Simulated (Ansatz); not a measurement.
Relaxed-ion elastic tensor of C in space group P4_2/mmc (No. 131; C on 2e, C on 4i) in GPa (Voigt order), r²SCAN (plane waves, PAW; program Ansatz); density 2.99 g/cm³, 6.68 Å³ per atom.

```tsv
	1	2	3	4	5	6
1	765	38.6	80.7	0.0	0.0	0.0
2	38.6	765	80.7	0.0	0.0	0.0
3	80.7	80.7	1220	0.0	0.0	0.0
4	0.0	0.0	0.0	90.2	0.0	0.0
5	0.0	0.0	0.0	0.0	90.2	0.0
6	0.0	0.0	0.0	0.0	0.0	70.0
```

Q: Is the crystal mechanically stable?

A: Yes: the smallest eigenvalue of C is 70.0 GPa.

Q: Work out the Voigt, Reuss and Hill averages.

A: K_V = 350, K_R = 331, K_H = 341; G_V = 220, G_R = 121, G_H = 170 GPa.

Q: Give Young's modulus, Poisson's ratio, Pugh's ratio and the universal anisotropy index.

A: E = 9KG/(3K + G) = 438 GPa; ν = 0.29; K/G = 2.00 (ductile by the Pugh limit of 1.75); A_U = 5G_V/G_R + K_V/K_R − 6 = 4.16.

Q: Estimate the sound speeds and the Debye temperature.

A: v_l = √((K + 4G/3)/ρ) = 13800 m/s, v_t = √(G/ρ) = 7550 m/s, mean 8420 m/s; Θ = (h/k)(3n/4πV)^(1/3) v_m = 1330 K.

Q: Solve the Christoffel equation for the three sound speeds along x, y, z.

A: Eigenvalues of C_ijkl n_j n_l equal ρv². In km/s, slowest first: x 4.84, 5.50, 16.01; y 4.84, 5.50, 16.01; z 5.50, 5.50, 20.21.

Q: How much does each axis shrink under pressure?

A: Linear compressibilities β_i = Σ_j S_ij (j = 1 to 3): x 1.2, y 1.2, z 0.66 per TPa.

The start of the workflow was typed in or built on a structure type; neither database checked (COD, Materials Project) lists it. It is not the phase usual at ambient conditions (space group No. 194, 227). Symmetry was held in the r²SCAN relaxation; whether a distortion lowers the energy is not shown. As this level gives no gap, shear constants depend on the k-mesh and smearing (Fermi–Dirac, 0.1 eV here).

Potentials: the later of the program's two PAW sets.
